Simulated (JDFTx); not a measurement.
Unstrained cell:

BN(0001) slab cut from bulk BN (space group P6_3/mmc, indices of the conventional cell, lattice of the Materials Project entry mp-984, not re-optimised): 8 atoms in 4 planes, a 1x1 cell of 5.47 Å² (|a| = 2.512, |b| = 2.512 Å), 11.6 Å between the outermost planes, B/N outermost, slab composition B4N4, cell height 27.6 Å, 12×12×1 k mesh, Fermi smearing 0.003 Ha, no spin polarisation. Whether this polymorph is the ambient one wasn't checked.

Method: PBE, GBRV ultrasoft potentials, plane waves to 20/100 Ha, in a modified build of JDFTx. The in-plane lattice is scaled by the biaxial strain ε at a fixed k mesh and cell height, and all atoms off the mid-plane are relaxed in vacuum within the cell's symmetry. Zero strain is the lattice given, not this level's minimum. The layers stand 3.9 Å apart with no dispersion correction to bind them, and the coupling between layers, hence the edges, hangs on this spacing. The faces are unreconstructed.

The edges are semilocal Kohn-Sham levels of this thin slab, taken over the k mesh, and may belong to surface states. Edges are counted from the vacuum level.

```
k point of the edge (reduced)  ε (%)  valence edge (eV)
-----------------------------  -----  -----------------
0.333 0.333                       -3              -5.70
0.333 0.333                     -1.5           withheld
0.333 0.333                        0              -5.83
0.333 0.333                      1.5              -5.89
0.333 0.333                        3              -5.94
```

Fit y = Dε + qε² + y₀ to the other rows by least squares, predict the withheld value, and compare with the run.

The fit gives D (eV/%) = -0.0401, q (eV/%²) = 0.00121, y₀ (eV) = -5.83, with a root-mean-square miss of 0.001 eV on its own rows. It predicts -5.77 eV; the run gives -5.77 eV, the same to these digits.
